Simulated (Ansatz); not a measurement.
Lu₂CdS₄ (spinel, space group No. 227), plane-wave PAW r²SCAN (Ansatz code), all energies at zero smearing, with the estimated change up to a 700 eV cutoff added, with one set of potentials and settings (totals compare only within such a set). Cell of 14 atoms (8 S, 4 Lu, 2 Cd): -82784.607 eV.

```
element                reference phase  E (eV/atom)
-------  -----------------------------  -----------
S           P2/c, 32 atoms in the cell    -905.8156
Lu       P6_3/mmc, 2 atoms in the cell  -14743.6978
Cd       P6_3/mmc, 2 atoms in the cell   -8268.1834
```

Formation energy per atom, worked out: (-82784.607 − 8×(-905.8156) − 4×(-14743.6978) − 2×(-8268.1834))/14 = -1.923 eV/atom (-186 kJ per mol of atoms), at 0 K, without zero-point energy or fitted corrections.

Space group Fd-3m (spinel). The workflow started from an entry of the Crystallography Open Database (COD). Its standing as an ambient phase is unchecked. Symmetry was held in the r²SCAN relaxation; whether a distortion lowers the energy is not shown. The references are the lowest solids computed at this level, not always the standard phases. Scalar-relativistic: spin–orbit coupling is off unless named, which matters more the heavier the elements.

Potentials: the later of the program's two PAW sets.
